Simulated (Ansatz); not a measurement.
# Computed properties of CuI

CuI:
```yaml
crystal:
  lattice:
    - [4.21776, 0.00000, 0.00000]
    - [-2.10888, 3.65269, 0.00000]
    - [0.00000, 0.00000, 9.75693]
  atoms:
    - { symbol: Cu, position: [0.49963, 0.00000, 0.33333] }
    - { symbol: Cu, position: [0.00000, 0.49963, 0.66667] }
    - { symbol: Cu, position: [0.50037, 0.50037, 0.00000] }
    - { symbol: I, position: [0.49999, 0.00000, 0.83333] }
    - { symbol: I, position: [0.00000, 0.49999, 0.16667] }
    - { symbol: I, position: [0.50001, 0.50001, 0.50000] }
```

Space group P6_422 (No. 181); conventional cell a = b = 4.218 Å, c = 9.757 Å, α = β = 90.00°, γ = 120.00°.

Method: DFT-r²SCAN in the program Ansatz with PAW potentials. The cell and atoms are relaxed at this level. Other levels are named where they apply.

**Cell and energy**

| Quantity | Result |
|---|---|
| Volume per atom | 25.05 Å³ |
| Density | 6.31 g/cm³ |
| Formation energy from the elements (no fitted shifts) | -79 meV/atom |

**Electronic structure**

| Item | Value |
|---|---|
| Band gap | 1.13 eV (indirect) |
| Valence-band maximum | at A |
| Conduction-band minimum | at Γ |
| Smallest direct gap on the standard path | 1.57 eV |
| Electron effective mass | 0.16 mₑ (isotropic) |
| Hole effective mass | 0.39, 0.39, 0.64 mₑ (principal values) |

**Magnetism**

| Item | Result |
|---|---|
| Magnetic order | non-magnetic (starting moments vanished) |

**Mechanics**

| Item | Result |
|---|---|
| Bulk modulus (Birch–Murnaghan fit) | 46.3 GPa |
| Pressure derivative B′ | 5.1 |

**Charges**

| Item | Value |
|---|---|
| Bader charges | Cu +0.40, I -0.40 e |

The start of the workflow was typed in or built on a structure type; neither database checked (COD, Materials Project) lists it. It is not the phase usual at ambient conditions (space group No. 216). The cell was relaxed with r²SCAN under the symmetry of its start; whether a distortion lowers the energy is not shown. The workflow began spin-polarised and lost its moments. Point labels and valley counts follow the cell and symmetry of the run, lower than the named group. The references are the lowest solids computed at this level, not always the standard phases. Spin–orbit coupling is left out wherever it is not named.

Potentials: the earlier of the program's two PAW sets.
